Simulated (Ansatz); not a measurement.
One stationary structure of ZnS. Space group P6₃mc (No. 186), wurtzite type. Level of theory: r2SCAN (plane waves to 500 eV, PAW, scalar-relativistic; Ansatz, an electronic-structure program).

Space group P6₃mc (No. 186); a = b = 3.806 Å, c = 6.245 Å, α = β = 90.00°, γ = 120.00°

| atom | site | symmetry | x | y | z |
|---|---|---|---|---|---|
| Zn | 2b | 3m. | 0.3333 | 0.6667 | 0.4997 |
| S | 2b | 3m. | 0.3333 | 0.6667 | 0.1255 |

**Question.** Give the band gap at the level r2SCAN.

**Answer.** 2.78 eV, direct at Γ (no spin-orbit coupling).

No spin polarisation in the result.

The run could not lose the symmetry of its start; a randomly shaken copy of 4 atoms returns to this structure.
